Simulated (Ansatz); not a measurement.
MnO (rock salt)

```xyz
2
Lattice="0.0000 2.2251 2.2251 2.2251 0.0000 2.2251 2.2251 2.2251 0.0000" Properties=species:S:1:pos:R:3 pbc="T T T"
O      0.0000     0.0000     0.0000
Mn     2.2251     2.2251     2.2251
```

This relaxed cell (volume V₀) is scaled evenly in all directions, its shape held. Symmetry pins the atoms to their sites.

All values below come from r2SCAN (plane waves to 500 eV, PAW, scalar-relativistic; Ansatz, a program for electronic structure). k mesh 13×13×13 (Γ-centred), Fermi-Dirac smearing 0.05 eV. Compression counts positive. At this level the bands of MnO touch or barely overlap; measurements give the solid a gap. MnO is run spin-polarised and with no Hubbard U; the real compound is an antiferromagnetic insulator, a state that this run doesn't describe. MnO was relaxed with its symmetry unable to fall. Relaxed MnO ends ferromagnetic. The magnetic order is the one the run started from; other orders were not tried.

At one point of the scan the stress tensor (GPa) is:

```
   20.9      0.0      0.0
    0.0     20.9      0.0
    0.0      0.0     20.9
```

Which point is it?
A) V/V₀ = 0.840
B) V/V₀ = 0.947
C) V/V₀ = 0.973
D) V/V₀ = 0.893

D, V/V₀ = 0.893

(Under strain, the slope of the energy per volume gives the stress and its curvature an elastic modulus.)
